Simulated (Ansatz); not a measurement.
Here is the system:

CuCl:
```
CELL_PARAMETERS angstrom
      0.00000     2.71225     2.71225
      2.71225     0.00000     2.71225
      2.71225     2.71225     0.00000
ATOMIC_POSITIONS crystal
  Cu 0.25000 0.25000 0.25000
  Cl 0.50000 0.50000 0.50000
```

This is the PBE-relaxed structure.

Question: All from the program Ansatz at the PBE level (PAW), unless another level is named. Give the electron effective mass.

Answer: 0.22 mₑ (isotropic).

Question: Next, the hole effective mass, band 2 of 3 at the edge?

Answer: 1.6 along [100], 1.6 along [110], 3.2 along [111] (mₑ).

Question: What about the band gap?

Answer: 0.53 eV (direct).

Question: Next, the valence-band maximum?

Answer: at Γ.

Question: Give the weight of the valence-edge state by species (Voronoi cells).

Answer: Cu 77 %, Cl 23 %.

Question: And the weight of the conduction-edge state by species (Voronoi cells)?

Answer: Cu 63 %, Cl 37 %.

Space group F-43m (zinc blende). The cell was relaxed with PBE under the symmetry of its start. The run is not spin-polarised.

Potentials: the later of the program's two PAW sets.
